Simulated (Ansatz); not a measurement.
## What DFT gives for SrTiO3

```xyz
10
Lattice="3.8677 0.0000 3.8677 0.0000 3.8677 0.0000 3.8677 0.0000 -3.8677" Properties=species:S:1:pos:R:3 pbc="T T T"
Sr    1.9339    1.9339   -1.9339
Sr    1.9339    1.9339    1.9339
Ti    0.0000    0.0000    0.0000
Ti    3.8677    0.0000    0.0000
O     1.9339    0.0000    0.0000
O     5.8016    0.0000    0.0000
O     0.0000    1.9339    0.0000
O     3.8677    1.9339    0.0000
O     3.8677    0.0000   -1.9339
O     3.8677    0.0000    1.9339
```

Single point in Ansatz 0.2.0 with PBE, collinear spin. Cutoff 420 eV, PAW datasets, 4×5×4 (shifted by 0.5, 0.5, 0.5 steps) k mesh, cold filling (width 0.2681 eV).

The state carries no moments; the state need not be the lowest.

(1) How is the charge shared?

(2) Metal or insulator? Give the gap.

(3) What is the formation energy?

(4) What does the stress say?

(5) What is the character of the valence top and the conduction bottom?

(6) Describe some of the short contacts.

Origin: a database entry at a rescaled volume. Caveats: the input typed no starting moments; atoms or cell far from equilibrium; wide smearing; the mesh misses a band edge that the path finds.

Answers

(1) Bader charges in e: Sr +1.58, Ti +2.24, O -1.27. In the mean Ti gives up most and O takes most.

(2) The gap is 1.94 eV, indirect or between spins (the least direct gap found is 2.04 eV).

(3) -3.12 eV an atom against the elements' usual phases (free molecules for gases, crystals otherwise, with no correction for O₂ or N₂), so it is bound against them; other compounds may still compete. Relaxing would lower it.

(4) The pressure is 10.1 GPa (compression positive), so with the atoms held at these fractions the cell would first expand.

(5) Within 0.7 eV of the edges, the states project mainly on O p (97 %) below the gap and on Ti d (89 %) above it.

(6) Ti–O at 1.93 Å: least valence density 0.74 e/Å³ and ELF 0.21 there. Sr–O at 2.73 Å: least valence density 0.15 e/Å³ and ELF 0.07 there, a closed-shell (ionic or weak) contact. These are pseudo-fields; inside the PAW spheres they differ from the all-electron ones.
